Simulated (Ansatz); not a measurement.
Data:

WS:
```
CELL_PARAMETERS angstrom
      3.07869     0.00000     0.00000
     -1.53935     2.66623     0.00000
      0.00000     0.00000     3.42474
ATOMIC_POSITIONS crystal
  W  0.00000 0.00000 0.00000
  S  0.33333 0.66667 0.50000
```

This is the PBEsol-relaxed structure.

Problem. All from PBEsol (plane waves, PAW; program Ansatz), unless another level is named. Give the electronic character.

Solution. metallic (no gap).

Problem. Predict the density of states at the Fermi level.

Solution. 0.90 states/eV per atom (mean over ±0.08 eV).

Problem. And the gap with spin–orbit coupling?

Solution. none (metallic).

Space group P-6m2. The start of the workflow was typed in or built on a structure type; neither database checked (COD, Materials Project) lists it. Its standing as an ambient phase is unchecked. The PBEsol relaxation kept the symmetry of its start; whether a distortion lowers the energy is not shown. The workflow began spin-polarised and lost its moments. Scalar-relativistic: spin–orbit coupling is off unless named, which matters more the heavier the elements.

Potentials: the earlier of the program's two PAW sets. The files were generated under PBE; for other functionals the program regenerates the frozen cores, and for LDA and PBEsol the local potential too.
